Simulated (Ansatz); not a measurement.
Theory: Ansatz, DFT PBE, scalar-relativistic, plane waves, PAW. All cells share a 420 eV cutoff and Γ-centred k meshes spaced at most about 0.3 Å⁻¹ (about 0.25 or finer for metals, 2π included). No spin polarisation in the final relaxations.

These are static total energies at zero pressure.

Two forms of InGa₂N₃ were relaxed alike.

A.

```
CELL_PARAMETERS angstrom
2.94347 1.69941 3.24222
-2.94347 1.69941 3.24222
0.00000 -3.39882 3.24222
ATOMIC_POSITIONS crystal
In 0.00000 0.00000 0.00000
Ga 0.26697 0.26697 0.26697
Ga 0.73303 0.73303 0.73303
N 0.00000 0.00000 0.50000
N 0.50000 0.00000 0.00000
N 0.00000 0.50000 0.00000
```

B.

```
CELL_PARAMETERS angstrom
5.01048 -2.89020 0.00000
5.01048 2.89020 0.00000
0.00000 0.00000 5.39806
ATOMIC_POSITIONS crystal
In 0.32537 0.67463 0.98980
In 0.67463 0.32537 0.48980
Ga 0.00702 0.33381 0.99259
Ga 0.66619 0.99298 0.99259
Ga 0.99298 0.66619 0.49259
Ga 0.33381 0.00702 0.49259
N 0.02640 0.33371 0.35902
N 0.66629 0.97360 0.35902
N 0.97360 0.66629 0.85902
N 0.33371 0.02640 0.85902
N 0.30777 0.69223 0.39498
N 0.69223 0.30777 0.89498
```

Question: Which is lower in energy, and by how much?

Answer: B is lower, by 1.21 eV/atom. A has space group R-3m (No. 166), 16.2 Å³/atom and no gap on its mesh; B has In and Ga ordered on wurtzite sites, space group Cmc2_1 (No. 36), 13.0 Å³/atom and a gap of 0.87 eV. Counting N atoms around Ga and In (those within 1.25 times the shortest such distance or 1.15 times the sum of covalent radii), A has In 6, Ga 3 and B has In 4, Ga 4. The denser one is the lower, and pressure would at first widen the difference. In A, around In lie 6 N at 2.35 Å and 2 Ga at 2.60 Å; around Ga lie 3 N at 1.96 Å and 1 In at 2.60 Å; N has 2 Ga at 1.96 Å and 2 In at 2.35 Å. In B, In has 4 N at 2.18–2.19 Å; Ga is surrounded by 4 N at 1.97–1.98 Å; N on a site of symmetry 1 has 3 Ga at 1.97–1.98 Å and 1 In at 2.18 Å; 1 more site not described. Origin: A was invented; B is a Materials Project cell, relaxed.

Kohn–Sham gaps at this level usually fall short of measured ones. A magnetic state wasn't ruled out in cells without spin, among them R-3m. With atoms moved at random, Cmc2_1 came back. Other cells relaxed within their symmetry can be saddle points.
